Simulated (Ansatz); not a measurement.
## BeB: computed properties

Theory: DFT PBE, scalar-relativistic, plane waves, PAW in Ansatz.

Plane waves to 420 eV, a k mesh through Γ of 24×24×30 on the computed 2-atom cell and Gaussian smearing (0.10 eV); no spin polarisation.

The structure is relaxed at this level of theory with its symmetry kept, and needn't be the ground state of this composition.

```cif
data_structure
_symmetry_space_group_name_H-M 'P-6m2'
_symmetry_Int_Tables_number 187
_cell_length_a 3.1184
_cell_length_b 3.1184
_cell_length_c 1.8278
_cell_angle_alpha 90.000
_cell_angle_beta 90.000
_cell_angle_gamma 120.000
_cell_volume 15.39
loop_
_atom_site_label
_atom_site_type_symbol
_atom_site_symmetry_multiplicity
_atom_site_Wyckoff_symbol
_atom_site_fract_x
_atom_site_fract_y
_atom_site_fract_z
_atom_site_occupancy
Be1 Be 1 d 0.33333 0.66667 0.50000 1
B1 B 1 e 0.66667 0.33333 0.00000 1
```

* Space group: P-6m2 (No. 187)
* Volume per atom: 51.9 bohr³
* Formation energy from the elements' standard states (uncorrected): +0.171 eV/atom
* Kohn–Sham band gap: none (metal)
* Density of states at the Fermi level: 0.3 states/eV per cell
* Orbital (Löwdin) character within 0.5 eV of the Fermi level: B 2p 83 %, unprojected 12 %

The cell was found from a structure generator's guess, not taken from experiment. Löwdin shares on free-atom orbitals overweight diffuse shells.
